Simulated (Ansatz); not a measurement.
Theory: Ansatz 0.2.0, DFT PBE, scalar-relativistic, plane waves, PAW. Settings: cutoff 420 eV, Γ-centred meshes spaced at most about 0.3 Å⁻¹, and about 0.25 Å⁻¹ or finer for metals (2π included), Gaussian smearing. Collinear spin in cells that started with moments and kept them past the coarse steps, no spin elsewhere.

Temperature and zero-point effects are left out. All come from trial cells, and lower structures may exist.

Question: Order these relaxed structures of AlO5 by energy, lowest first, with the energy over the lowest of them.
A.

```
CELL_PARAMETERS angstrom
3.55054 0.00000 0.00000
-1.77527 3.07486 0.00000
0.00000 0.00000 6.50815
ATOMIC_POSITIONS crystal
Al 0.00000 0.00000 0.00000
O 0.33333 0.66667 0.00000
O 0.66667 0.33333 0.00000
O 0.50000 0.00000 0.50000
O 0.50000 0.50000 0.50000
O 0.00000 0.50000 0.50000
```

B.

```
CELL_PARAMETERS angstrom
2.63098 1.51900 2.37854
-2.63098 1.51900 2.37854
0.00000 -3.03799 2.37854
ATOMIC_POSITIONS crystal
Al 0.50000 0.50000 0.50000
O 0.50000 0.50000 0.00000
O 0.00000 0.50000 0.50000
O 0.50000 0.00000 0.50000
O 0.80523 0.80523 0.80523
O 0.19477 0.19477 0.19477
```

C.

```
CELL_PARAMETERS angstrom
-1.98025 2.53971 2.58430
1.98025 -2.53971 2.58430
1.98025 2.53971 -2.58430
ATOMIC_POSITIONS crystal
Al 0.00000 0.50000 0.50000
O 0.00000 0.50000 0.00000
O 0.50000 0.50000 0.50000
O 0.50000 0.00000 0.00000
O 0.00000 0.00000 0.50000
O 0.50000 0.00000 0.50000
```

Answer: B (0 meV/atom), C (444 meV/atom), A (695 meV/atom). Forms: B R-3m, moments up to 0.3 μB; C Immm, no spin; A P6/mmm, no spin. Counting O atoms around Al (those within 1.25 times the shortest such distance or 1.15 times the sum of covalent radii; a plus sign parts nearer from farther groups): B has Al 6+2; C has Al 8; A has Al 6.

No dispersion correction is applied, so the spacing and binding between layers, chains or molecules are poorly described (P6/mmm), and this can change margins and order among such cells. In Immm, P6/mmm an odd number of electrons in the primitive cell allows no gap without spin; a larger cell or a magnetic state could open one. A magnetic state wasn't ruled out in cells without spin, among them Immm, P6/mmm. Another magnetic order may lie lower. Cells relaxed within their symmetry can be saddle points. Some types were kept out of the candidates beforehand, so the set may lack a known form.
